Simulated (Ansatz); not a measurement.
MnV2O6:
```xyz
9
Lattice="4.6554 1.7453 0.0000 -4.6554 1.7453 0.0000 -2.5756 0.0000 6.1759" Properties=species:S:1:pos:R:3 pbc="T T T"
Mn    -1.2878     0.0000     3.0880
V     -3.2729     1.7453     0.9328
V      0.6974     1.7453     5.2431
O     -2.4247     1.7453     2.3876
O     -0.1509     1.7453     3.7884
O     -4.8977     1.7453     1.3459
O      2.3221     1.7453     4.8300
O     -4.2060     1.7453     5.7741
O      1.6305     1.7453     0.4018
```
The run is spin-polarised; directions of the spins, atom by atom: ↑ 0 0 0 0 0 0 0 0.

Relaxed with r²SCAN. Special points in fractions of this cell's reciprocal vectors: Γ (0.000, 0.000, 0.000); C (0.291, 0.291, 0.000); C2 (-0.291, 0.709, 0.000); Y2 (-0.500, 0.500, 0.000); M2 (-0.500, 0.500, 0.500); D (-0.269, 0.731, 0.500); D2 (0.269, 0.269, 0.500); A (0.000, 0.000, 0.500); L2 (0.000, 0.500, 0.500); V2 (0.000, 0.500, 0.000).

Task: List the band energies nearest the valence-band maximum at these points for the program Ansatz at the r²SCAN level (PAW).

Result: In eV from the valence-band maximum; about four levels below and three above (degenerate sets whole), none deeper than 8.9 eV; points with the same levels are listed once.

| k | below | above |
|---|---|---|
| Γ ↑ | -2.09 -1.97 -1.08 -0.70 | 0.91 1.38 1.74 |
| C ↑ | -2.15 -1.81 -1.16 -0.54 | 0.91 0.94 1.42 |
| Y2 ↑ | -2.03 -1.80 -0.98 -0.35 | 1.11 1.31 1.39 |
| M2 ↑ | -2.21 -1.78 -1.02 0.00 | 0.94 1.36 1.54 |
| D ↑ | -1.97 -1.62 -1.30 -0.26 | 0.96 0.97 1.27 |
| A ↑ | -2.17 -1.99 -0.98 -0.64 | 0.73 1.56 1.79 |
| L2 ↑ | -1.99 -1.69 -1.27 -0.17 | 0.90 0.94 1.16 |
| V2 ↑ | -2.35 -1.86 -1.26 -0.51 | 0.85 0.93 1.56 |
| Γ ↓ | -3.34 -2.96 -2.74 -2.57 | 0.99 1.28 1.72 |
| C ↓ | -2.84 -2.81 -2.60 -2.51 | 1.06 1.06 1.43 |
| Y2 ↓ | -3.18 -2.99 -2.70 -2.54 | 0.87 1.45 1.63 |
| M2 ↓ | -3.32 -3.16 -3.01 -2.46 | 0.96 1.24 1.69 |
| D ↓ | -3.00 -2.86 -2.82 -2.62 | 1.12 1.19 1.51 |
| A ↓ | -3.05 -3.03 -2.89 -2.58 | 1.12 1.16 1.61 |
| L2 ↓ | -3.10 -2.96 -2.68 -2.32 | 1.08 1.20 1.53 |
| V2 ↓ | -2.94 -2.79 -2.67 -2.44 | 0.99 1.17 1.33 |

Space group C2/m. The first step of the workflow began from a Materials Project structure, measured or hypothetical; the Crystallography Open Database files this formula in space group No. 12, but the cells were not matched. Whether it is the stable phase at ambient conditions was not checked. Symmetry was held in the r²SCAN relaxation; its stability against distortions is not shown here. Magnetic state: ferromagnetic, chosen from 4 collinear starts compared on coarse meshes (ties went to the first, and starts can fall back to one state), not a proven ground state. Other orbital occupations within this spin state were not tried. No Hubbard U is applied.

Potentials: the later of the program's two PAW sets.
